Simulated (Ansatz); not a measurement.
Put Y₂Si₃O in P-6m2 (No. 187): Y on 1a and 1f; Si on 1d and 2i; O on 1b.

All numbers below come from DFT PBE, scalar-relativistic, plane waves, PAW in Ansatz 0.2.0. Cutoff 420 eV, Γ-centred mesh, Gaussian smearing, no spin polarisation.

Formation energies are uncorrected and refer to the elements' standard structures at the same level (O₂ as a molecule).

Question: Give the relaxed lattice parameters and positions.

Answer:

Space group P-6m2 (No. 187). a = 4.709 Å, b = 4.709 Å, c = 7.757 Å, α = 90.00°, β = 90.00°, γ = 120.00°
```
atom  site  symmetry       x       y       z
   Y    1a      -6m2  0.0000  0.0000  0.0000
   Y    1f      -6m2  0.6667  0.3333  0.5000
  Si    1d      -6m2  0.3333  0.6667  0.5000
  Si    2i       3m.  0.6667  0.3333  0.8570
   O    1b      -6m2  0.0000  0.0000  0.5000
```

Y on its first site is surrounded by 6 Si at 2.94 Å; around Y on its second site lie 5 Si at 2.72–2.77 Å and 3 O at 2.72 Å; around Si on a site of symmetry -6m2 lie 3 O at 2.72 Å and 3 Y at 2.72 Å; O has 3 Si at 2.72 Å and 3 Y at 2.72 Å; 1 more site not described. Another local minimum with the same sites may exist.

Question: And its energy and gap?

Answer: The formation energy is +0.10 eV/atom. The gap on the 12×12×6 mesh of the 6-atom cell is 0 eV (a metal). It can't be a ground state, since the elements alone are lower.

The last run used Gaussian smearing of 0.10 eV. A structure relaxed within its symmetry needn't be a true minimum. Another cell of Y2Si3O relaxed alike, in C2/m, lies 1.19 eV/atom lower, so this cell isn't the stable form at this level.
